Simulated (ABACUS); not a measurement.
A self-consistent single point of Ru (P6_3/mmc, 4 atoms in the cell; from Materials Project mp-33, changed as shown).

```
Ru
1.0
    2.65367     0.00000     0.00000
    0.00000     4.59630     0.00000
    0.00000     0.00000     4.18274
Ru
4
Cartesian
  0.00000   1.53210   1.04568
  1.32684   0.76605   3.13705
  1.32684   3.83025   1.04568
  0.00000   3.06420   3.13705
```

Computed with PBE, numerical atomic orbitals DZP (confined pseudo-atomic orbitals with Gaussian additions; energy shift 0.003 Ry), PseudoDojo 0.5 standard norm-conserving PBE (tails mended) pseudopotentials run with ABACUS.

ABACUS settings:

| key | value |
|---|---|
| basis | DZP numerical atomic orbitals, energy shift 0.003 Ry |
| KPT | Gamma 10 6 6 0 0 0 |
| basis_type | lcao |
| dft_functional | PBE |
| ecutwfc | 100 Ry |
| smearing_method | fd |
| smearing_sigma | 0.00734986 Ry |
| potentials | PseudoDojo 0.5 standard norm-conserving PBE (tails mended) |
| symmetry | 1 |
| symmetry_prec | 1e-05 |
| ks_solver | genelpa |
| scf_nmax | 100 |
| scf_thr | 1.0e-06 |
| mixing_type | broyden |

Results:

* **Number of valence electrons**: 64
* **Number of bands**: 42
* **Number of k-points after the program's reduction**: 96
* **Size of the basis**: 104
* **Number of SCF iterations**: 6
* **Free energy E − TS**: -11001.4141 eV
* **Fermi level (on the code's own zero)**: 25.56 eV
* **Pressure**: 29.54 GPa

Stress (GPa, positive for compression):
```
28.54   0.00   0.00
 0.00  28.96   0.00
 0.00   0.00  31.12
```

For comparison: a first run was changed to give this one (lattice scaled by 0.98), and from it to this one the free energy rises by 83.5 meV/atom and the pressure goes from 5.41 to 29.54 GPa.

The atom-centred basis is finite, which shifts total energies and pressures against plane waves. The structure comes from a collection of computed structures, made at another level of theory; the collection holds predicted forms beside known ones. No clean gap shows at this smearing width and mesh (spacing up to 0.25 Å⁻¹); the mesh is coarse for partly filled bands, so the values carry mesh errors. At this pressure the cell is far from its equilibrium volume at this level.

Cost on one core: around 120 core-seconds (rough).

The atomic orbitals were generated for these runs; they are not ABACUS's published sets and were checked against plane waves on a few crystals only.

“Tails mended”: in these copies of the files the far tail of each local potential was reset to the Coulomb form.
